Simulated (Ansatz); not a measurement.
Relaxed ZnS (zinc blende):

```yaml
crystal:
  lattice:
    - [0.00000, 5.38911, 5.38911]
    - [2.69456, 2.69456, 5.38911]
    - [2.69456, 2.69456, 0.00000]
  atoms:
    - { symbol: S, position: [0.00000, 0.75000, 0.75000] }
    - { symbol: S, position: [0.50000, 0.75000, 0.75000] }
    - { symbol: Zn, position: [0.00000, 0.00000, 0.00000] }
    - { symbol: Zn, position: [0.50000, 0.00000, 0.00000] }
```

The atoms are displaced by Q × the pattern below (from a DFPT mode at X = (0.5, 0.5, 0.0), largest move 1; Q in Å), at fixed cell. It is one choice among 2 degenerate patterns. (q is in reciprocal vectors of the primitive cell; the cell shown is doubled to hold the pattern.)

```
atom       x       y      z
----  ------  ------  -----
S1    -0.624   0.000  0.000
S2     0.624   0.000  0.000
Zn3    0.000  -1.000  0.000
Zn4    0.000   1.000  0.000
```

Calculation: r2SCAN (plane waves to 500 eV, PAW, scalar-relativistic; Ansatz, an electronic-structure program). k mesh 11×11×11 (Γ-centred), Fermi-Dirac smearing 0.05 eV. The energy includes the smearing's −TS. ZnS was relaxed with its symmetry unable to fall. ΔE is measured from the undisplaced structure.

| Q (Å) | ΔE (meV/cell) |
|---|---|
| -0.1000 | 24.8 |
| -0.0833 | 17.2 |
| -0.0667 | 11.0 |
| -0.0500 | withheld |
| -0.0333 | 2.8 |
| -0.0167 | 0.7 |
| 0.0000 | 0.0 |
| 0.0167 | 0.7 |
| 0.0333 | 2.8 |
| 0.0500 | withheld |
| 0.0667 | 11.0 |
| 0.0833 | 17.2 |
| 0.1000 | 24.8 |

Task: Fit an even polynomial form (powers 2, 4) to the given rows and predict ΔE at Q = -0.0500.

Result: Least squares on the 11 given rows: ΔE = (2476)·Q² + (337.1)·Q⁴, in meV/cell with Q in Å; root-mean-square residual 0.03 meV/cell. At -0.0500 the fit gives 6.2 meV/cell; the calculation gives 6.2 meV/cell, the same to the digits shown. The quadratic term alone would give 6.2 meV/cell.

(A displaced cell: forces are minus the slopes of the energy, force constants its curvatures, and phonons follow from these.)
